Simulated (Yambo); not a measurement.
BP (wurtzite, space group P6_3mc, No. 186), G0W0@PBEsol in Yambo with this input:

```
rim_cut
gw0
dyson
el_el_corr
HF_and_locXC
ppa
em1d
RandQpts= 1000000
RandGvec= 1 Ry
EXXRLvcs= 76 Ry
VXCRLvcs= 304 Ry
Chimod= "HARTREE"
% BndsRnXp
 1 | 84 |
%
NGsBlkXp= 8 Ry
% LongDrXp
 1.0 | 1.0 | 1.0 |
%
PPAPntXp= 27.2114 eV
% GbndRnge
 1 | 84 |
%
GTermKind= "BG"
DysSolver= "n"
ExtendOut
```

On a 6×6×4 mesh, with wavefunctions cut at 76 Ry, the gap (Γ → K) is 1.634 eV and the valence edge shifts by -0.547 eV.

Question: What happens with this change: 1 Ry block?

Answer: The gap falls by 0.254 eV, to 1.380 eV; the shift of the valence edge becomes 0.275 eV. Neither run is shown to be the converged limit.

Geometry relaxed with PBEsol; primitive cell a = 3.1799 Å, b = 3.1799 Å, c = 5.2741 Å, α = 90.00°, β = 90.00°, γ = 120.00°.

This is not the ordinary phase of the substance; no match was found in the copy of COD used, and its stability was not checked.

A shift is the quasiparticle energy of the state minus its PBEsol energy.
